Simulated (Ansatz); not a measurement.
Relaxed Zr (hcp, Mg type):

```xyz
2
Lattice="3.1847 0.0000 0.0000 -1.5924 2.7581 0.0000 0.0000 0.0000 5.1172" Properties=species:S:1:pos:R:3 pbc="T T T"
Zr     0.0000     1.8387     3.8379
Zr     1.5924     0.9194     1.2793
```

Scan: atom 1 (Zr, nearest neighbour Zr at 3.151 Å; its periodic images, 3.2 Å or more away, move with it) is displaced along Cartesian [110], direction (0.707, 0.707, 0.000) in Cartesian axes, by s. The other atoms stay.

Calculation: PBEsol (plane waves to 420 eV, PAW, scalar-relativistic; Ansatz, a program for electronic structure). k mesh 14×14×8 (Γ-centred), Fermi-Dirac smearing 0.05 eV. E stands for the smeared free energy. With partly filled bands, energies and forces of such displacements shift with the k mesh and the smearing. The PAW data are Ansatz's earlier set. Zr is run without spin polarisation. Zr was relaxed with its symmetry unable to fall. The zero of ΔE is the undisplaced structure.

Successive frames, forces in eV/Å:

```csv
frame,ΔE (meV/cell),F on Zr1,F on Zr2
s = 0.064 Å,1.3,"(-0.030, -0.030, 0.000)","(0.030, 0.030, 0.000)"
s = 0.000 Å,0.0,"(0.000, 0.000, 0.000)","(0.000, 0.000, 0.000)"
s = -0.064 Å,1.3,"(0.031, 0.030, 0.000)","(-0.031, -0.030, 0.000)"
```

Q: What are the energy and the forces in the next frame, s = -0.128 Å?

A: ΔE (meV/cell) = 5.6.

```tsv
atom	Fx	Fy	Fz
Zr1	0.066	0.064	0.000
Zr2	-0.066	-0.064	0.000
```

(For displaced atoms, the force is minus the slope of the energy, and its curvature is a force constant, which sets phonon frequencies.)
